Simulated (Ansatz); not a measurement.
**Data sheet: Ni₃Sn (DFT)**

Ni3Sn:
Space group Pm-3m (No. 221); a = b = c = 3.6772 Å, α = β = γ = 90.00°

```
atom  site  symmetry       x       y       z
----  ----  --------  ------  ------  ------
Ni      3c    4/mm.m  0.0000  0.5000  0.5000
Sn      1a      m-3m  0.0000  0.0000  0.0000
```

Space group Pm-3m (No. 221), Cu3Au type; conventional cell a = 3.6772 Å, b = 3.6772 Å, c = 3.6772 Å, α = 90.00°, β = 90.00°, γ = 90.00°.

Method: DFT-PBEsol in the program Ansatz with PAW potentials. Geometry: relaxed at this level of theory. Other levels are named where they apply.

### Cell and energy

```yaml
volume_per_atom: 12.43 Å³
density: 9.84 g/cm³
Formation energy from the elements (no fitted shifts): -0.22 eV/atom
```

### Electronic structure

```yaml
electronic_character: metallic (no gap)
Density of states at the Fermi level: 0.44 states/eV per atom (mean over ±0.08 eV)
Gap with spin–orbit coupling: none (metallic)
```

### Magnetism

```yaml
magnetic_order: non-magnetic (starting moments vanished)
```

### Mechanics

```yaml
Bulk modulus (Birch–Murnaghan fit): 190 GPa
Pressure derivative B′: 4.9
Elastic constants (relaxed ions, GPa): C11 = 280, C12 = 145, C44 = 109
mechanical_stability: stable (all eigenvalues of C positive)
hill_bulk_and_shear_moduli: 190 and 90.0 GPa
Young's modulus: 233 GPa
Poisson's ratio: 0.30
debye_temperature_from_the_elastic_constants: 434 K
```

### Charges

```yaml
bader_charges: Ni -0.19, Sn +0.58 e
```

The workflow started from an entry of the Crystallography Open Database (COD), which files this formula under 3 space groups. Its standing as an ambient phase is unchecked. Symmetry was held in the PBEsol relaxation; whether a distortion lowers the energy is not shown. The workflow began spin-polarised and lost its moments. As this level gives no gap, shear constants depend on the k-mesh and smearing (Fermi–Dirac, 0.1 eV here). The references are the lowest solids computed at this level, not always the standard phases. Spin–orbit coupling is left out wherever it is not named.

Potentials: the later of the program's two PAW sets.
